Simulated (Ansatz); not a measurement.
AgS: a bulk modulus from differences

The structure comes from a generated guess, relaxed at this level; another structure or a mixture of phases may lie lower.

Level of theory: DFT PBE, scalar-relativistic, plane waves, PAW (Ansatz 0.2.0). Settings of the last relaxation (2-atom cell): 420 eV, 18×18×18 k points, Gaussian smearing of 0.10 eV, no spin polarisation.

```
Ag S
1.0
     0.00000    2.64144    2.64144
     2.64144    0.00000    2.64144
     2.64144    2.64144    0.00000
Ag S
1 1
Cartesian
  0.0000 0.0000 0.0000
  2.6414 2.6414 2.6414
```

The cell was set to several volumes, with shape and atoms relaxed at each where symmetry leaves them free. Pressure is positive in compression, and energies count from the lowest row. No row has a gap on its mesh.

```
row  V (Å³/atom)  P (GPa)  ΔE (meV/atom)
  1       16.218    14.81           89.6
  2       16.771        ?              ?
  3       17.324     6.06           19.5
  4       17.877     2.75            4.5
  5       18.430     0.00            0.0
  6       18.983    -2.29            4.1
  7       19.536    -4.19           15.5
  8       20.273    -6.22           39.7
```

**Question.** Find B = −V·ΔP/ΔV from rows 4 and 6 and from rows 1 and 3, and from the two its slope B′ and its value B0 at zero pressure.

**Answer.** Rows 4 and 6 give −(17.877 + 18.983)/2 × (-2.29 − (2.75))/(18.983 − 17.877) = 84.0 GPa at a mean pressure of 0.23 GPa. Rows 1 and 3 give −(16.218 + 17.324)/2 × (6.06 − (14.81))/(17.324 − 16.218) = 132.7 GPa at a mean pressure of 10.44 GPa. So B′ = (132.7 − 84.0)/(10.44 − (0.23)) = 4.77 and B0 = 84.0 − 4.77 × (0.23) = 82.9 GPa. A third-order Birch–Murnaghan fit to all the energies gives B0 = 83.6 GPa and B′ = 5.1.

**Question.** Estimate the pressure and energy of row 2.

**Answer.** From row 5, V0 = 18.430 × (1 + (0.00)/82.9) = 18.430 Å³/atom. Murnaghan's form P = (B0/B′)·[(V0/V)^B′ − 1] gives (82.9/4.77) × [(18.430/16.771)^4.77 − 1] = 9.88 GPa; the computed pressure is 10.04 GPa, so the estimate is off by -0.16 GPa. The work of compression from row 3, with the mean of the two pressures, gives ΔE = 19.5 + (9.88 + 6.06)/2 × (17.324 − 16.771)/160.2 × 1000 = 47.0 meV/atom (1 eV/Å³ = 160.2 GPa); the computed value is 47.0 meV/atom.

An odd number of electrons in the primitive cell allows no gap without spin; a larger cell or a magnetic state could open one. All volumes keep the k mesh of the relaxed cell. A structure relaxed within its symmetry needn't be a true minimum.
